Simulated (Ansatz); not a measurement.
Data:

LaTiO3:
Space group Pm-3m (No. 221); a = b = c = 3.906 Å, α = β = γ = 90.00°

| atom | site | symmetry | x | y | z |
|---|---|---|---|---|---|
| O | 3c | 4/mm.m | 0.0000 | 0.5000 | 0.5000 |
| Ti | 1b | m-3m | 0.5000 | 0.5000 | 0.5000 |
| La | 1a | m-3m | 0.0000 | 0.0000 | 0.0000 |

This is the PBEsol-relaxed structure.

Q: All from the program Ansatz at the PBEsol level (PAW), unless another level is named. Give the bulk modulus (Birch–Murnaghan fit).

A: 200 GPa.

Q: What about the highest zone-centre frequency?

A: 19.03 THz.

The workflow started from an entry of the Crystallography Open Database (COD), which files this formula under 2 space groups. Whether it is the stable phase at ambient conditions was not checked. The cell was relaxed with PBEsol under the symmetry of its start; of distortions, only those at the zone centre were tested. No spin polarisation was allowed. Without spin polarisation and U, an open-shell compound can come out a false metal. As this level gives no gap, phonon frequencies hold no LO–TO term and depend on the k-mesh and smearing (Fermi–Dirac, 0.1 eV here). Spin–orbit coupling is left out wherever it is not named.

Potentials: the later of the program's two PAW sets.
